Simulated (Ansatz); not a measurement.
TePb (zinc blende, space group No. 216) at seven volumes, DFT-PBE in the program Ansatz with PAW potentials, scaled uniformly. One row is withheld.

| V (Å³/atom) | P (GPa) |
|---|---|
| 44.900 | 2.81 |
| 46.380 | 1.73 |
| 47.860 | 0.79 |
| 49.340 | 0.00 |
| 50.821 | ? |
| 52.301 | -1.26 |
| 53.781 | -1.75 |

Q: Fit the shown pressures and predict the withheld one.

A: P = (3/2)B₀(x^(7/2) − x^(5/2))[1 + (3/4)(B′ − 4)(x − 1)] with x = (V₀/V)^(2/3). Least squares on the six rows gives V₀ = 49.341 Å³/atom, B₀ = 24.4 GPa, B′ = 4.24. At V = 50.821, x = 0.9805 and P = -0.68 GPa. The run itself gave -0.68 GPa.

Space group F-43m (zinc blende). A made-up cell: these elements were put on the sites of a structure type; neither database checked (COD, Materials Project) lists it. It is not the phase usual at ambient conditions (space group No. 225). The PBE relaxation kept the symmetry of its start; whether a distortion lowers the energy is not shown. Scalar-relativistic: spin–orbit coupling is off unless named, which matters more the heavier the elements.

Potentials: the later of the program's two PAW sets.
